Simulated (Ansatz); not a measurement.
# NbCd$_{3}$: reading a single point

```
Cd Nb
1.0
     4.25096    0.00000    0.00000
     0.00000    4.25096    0.00000
     0.00000    0.00000    4.25096
Cd Nb
3 1
Direct
  0.00000 0.50000 0.50000
  0.50000 0.00000 0.50000
  0.50000 0.50000 0.00000
  0.00000 0.00000 0.00000
```

Level: r2SCAN, no spin polarisation; 500 eV; 6×6×6 Γ-centred mesh; methfessel-paxton occupations (width 0.1932 eV); Ansatz 0.2.0, fixed geometry.

Task: Metal or insulator?

Result: It is a metal, with about 1.7 states/eV a cell as the mean within 0.25 eV of the Fermi level, mostly Nb d (81 %).

Task: What is the formation energy?

Result: 0.11 eV an atom against the elements' usual phases (free molecules for gases, crystals otherwise, with no correction for O₂ or N₂), so at this geometry it isn't bound against them. Relaxing would lower it.

Task: Is the cell too large or too small?

Result: The pressure is 1.6 GPa (compression positive), so with the atoms held at these fractions the cell would first expand.

Task: What do density and ELF say about some of the short contacts?

Result: Cd–Cd at 3.01 Å: least valence density 0.19 e/Å³ and ELF 0.21 there. Cd–Nb at 3.01 Å: least valence density 0.21 e/Å³ and ELF 0.27 there. These are pseudo-fields; inside the PAW spheres they differ from the all-electron ones.

Task: How is the charge shared?

Result: Bader charges in e: Nb +0.77, Cd -0.26. In the mean Nb gives up most and Cd takes most.

Origin: a database entry at a rescaled volume. Caveats: wide smearing.
